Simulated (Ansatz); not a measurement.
BN (wurtzite, P6_3mc), a = 2.523 Å, b = 2.523 Å, c = 4.175 Å, α = 90.00°, β = 90.00°, γ = 120.00°.

Relaxed with LDA.

Problem. Decompose the optical modes at the zone centre into irreducible representations, and say which are infrared and Raman allowed.

Solution. Point group 6mm: Γ_opt = A1 + 2B1 + E1 + 2E2. Infrared: A1, E1. Raman: A1, E1, E2.

Problem. Assign frequencies (DFPT, the program Ansatz at the LDA level (PAW); without the LO–TO term).

Solution. E2 476, E2 983, B1 983, A1 1048, E1 1081, B1 1135 cm⁻¹.

Subscripts of B labels follow the axes of the standard setting.

The cell was relaxed with LDA under the symmetry of its start; phonons on a q-mesh show no instability.

Potentials: the later of the program's two PAW sets.
